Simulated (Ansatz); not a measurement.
YHg2:
Space group P6/mmm (No. 191); a = b = 4.8529 Å, c = 3.5157 Å, α = β = 90.00°, γ = 120.00°

```json
[
 {"atom": "Y", "site": "1a", "symmetry": "6/mmm", "x": "0.0000", "y": "0.0000", "z": "0.0000"},
 {"atom": "Hg", "site": "2d", "symmetry": "-6m2", "x": "0.3333", "y": "0.6667", "z": "0.5000"}
]
```

This is the r²SCAN-relaxed structure.

All from plane-wave PAW r²SCAN (Ansatz code), unless another level is named. Give the density of states at the Fermi level.

0.67 states/eV per atom (mean over ±0.08 eV).

And the formation energy from the elements (no fitted shifts)?

-48 kJ/mol-atom.

The first step of the workflow began from a Materials Project structure, measured or hypothetical; the Crystallography Open Database files this formula in space group No. 191, but the cells were not matched. Its standing as an ambient phase is unchecked. The cell was relaxed with r²SCAN under the symmetry of its start; its stability against distortions is not shown here. No spin polarisation was allowed. Axis ratios of metals converge slowly with the k-mesh, so a and c are less sure than the volume. The references are the lowest solids computed at this level, not always the standard phases. Spin–orbit coupling is left out wherever it is not named.

Potentials: the later of the program's two PAW sets.
